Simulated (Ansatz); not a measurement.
The elements of this relaxed trial crystal are hidden behind letters.

```
lattice vectors (Å)
   2.8285    0.0000    0.0000
  -1.4143    2.4496    0.0000
   0.0000    0.0000   10.5560
fractional positions
X 0.0000 0.0000 0.5000
Z 0.0000 0.0000 0.7435
Z 0.0000 0.0000 0.0000
Z 0.0000 0.0000 0.2565
```

Theory: DFT PBE, scalar-relativistic, plane waves, PAW (Ansatz). Settings of the last relaxation (4-atom cell): 420 eV, 18×18×6 k points, Gaussian smearing of 0.10 eV, no spin polarisation.

```
Space group                                : P6/mmm (No. 191)
Conventional cell                          : a = 2.829 Å, c = 10.556 Å
Volume per atom                            : 18.28 Å³
Density                                    : 5.58 g/cm³
Formation energy                           : +0.30 eV/atom
Gap on the 18×18×6 mesh of the 4-atom cell : 0 eV (a metal)
```

Energies are uncorrected and count from the elements' standard states at the same level.

Problem. X is a p-block element of period 3 and Z is a p-block element of period 4. Which elements are they?

Solution. X = Si, Z = Ge, so the formula is SiGe3. Density times volume gives a mean mass of 5.58 × 18.28/1.6605 = 61.4 u per atom, and this set has 61.5 u. Among the elements that the hints allow, noble gases aside, only these give it. Around Si lie 2 Ge at 2.57 Å and 6 Si at 2.83 Å; Ge on a site of symmetry 6mm has 1 Si at 2.57 Å and 7 Ge at 2.71–2.83 Å; around Ge on a site of symmetry 6/mmm lie 8 Ge at 2.71–2.83 Å.

A structure relaxed within its symmetry needn't be a true minimum. Another cell of SiGe3 relaxed alike, in P-4m2, lies 281 meV/atom lower, so this cell isn't the stable form at this level.
